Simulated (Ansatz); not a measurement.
Level of theory: DFT PBE, scalar-relativistic, plane waves, PAW (Ansatz 0.2.0). Cutoff 420 eV, Γ-centred meshes of about 0.25 Å⁻¹ or finer for metals and 0.3 Å⁻¹ for insulators (2π included), Gaussian smearing. No spin polarisation.

Relaxed structures of AlIn₃Sb₂N₂, with energies over the first row. Coordination counts N or Sb atoms around Al and In (for each partner element, those within 1.25 times its shortest distance or 1.15 times the sum of covalent radii, where it is the nearest in units of that sum or under 1.3; a plus sign parts groups by distance over the sum of covalent radii; the shortest distance is added where it exceeds 1.18 times the sum of covalent radii; a slash parts the counts of unlike sites).

```tsv
#	form	sites	V (Å³/atom)	coordination	ΔE (meV/atom)
1	P3m1	Al 1b; In 1c, 1b, 1c; Sb 1b, 1c; N 1c, 1b	21.3	Al 4, In 1/1+3/4	0
2	P3m1	Al 1a; In 1c, 1c, 1a; Sb 1a, 1c; N 1b, 1b	20.8	Al 3, In 3 from 3.4 Å/6	173
```

A further structure, relaxed alike:

```cif
data_structure
_symmetry_space_group_name_H-M 'Pmn2_1'
_symmetry_Int_Tables_number 31
_cell_length_a 7.0929
_cell_length_b 7.4121
_cell_length_c 6.8814
_cell_angle_alpha 90.000
_cell_angle_beta 90.000
_cell_angle_gamma 90.000
_cell_volume 361.78
loop_
_atom_site_label
_atom_site_type_symbol
_atom_site_symmetry_multiplicity
_atom_site_Wyckoff_symbol
_atom_site_fract_x
_atom_site_fract_y
_atom_site_fract_z
_atom_site_occupancy
Al1 Al 2 a 0.00000 0.74894 0.94956 1
In1 In 4 b 0.74149 0.61507 0.55930 1
In2 In 2 a 0.50000 0.78567 0.96403 1
Sb1 Sb 2 a 0.00000 0.84093 0.33741 1
Sb2 Sb 2 a 0.50000 0.88459 0.36499 1
N1 N 4 b 0.23182 0.63975 0.88270 1
```

Task: Place it among the others.

Result: It is the highest, 190 meV/atom above row 1, with space group Pmn2_1 (No. 31) and 22.6 Å³/atom. Counting N or Sb atoms around Al and In, this cell has Al 4, In 4 and row 1 has Al 4, In 1/1+3/4. Around Al lie 2 N at 1.89 Å and 2 Sb at 2.75–2.78 Å; In on a site of symmetry 1 is surrounded by 2 N at 2.24–2.25 Å and 2 Sb at 2.91–2.95 Å; around Sb on its first site lie 1 Al at 2.75 Å and 3 In at 2.90–2.91 Å; around N lie 1 Al at 1.89 Å and 3 In at 2.24–2.26 Å; 2 more sites not described.

The k mesh leaves some 4 meV/atom of noise in the energy of each metallic cell. No dispersion correction is applied, so the spacing and binding between layers, chains or molecules are poorly described (P3m1 at 21.3 Å³/atom, P3m1 at 20.8 Å³/atom), and this can change margins and order among such cells. These runs have no spin–orbit coupling, which can matter for Sb. With atoms moved at random, row 1 (by 35 meV/atom) fell into a lower structure. Row 2 and the further cell had no clear such test and can be saddle points.
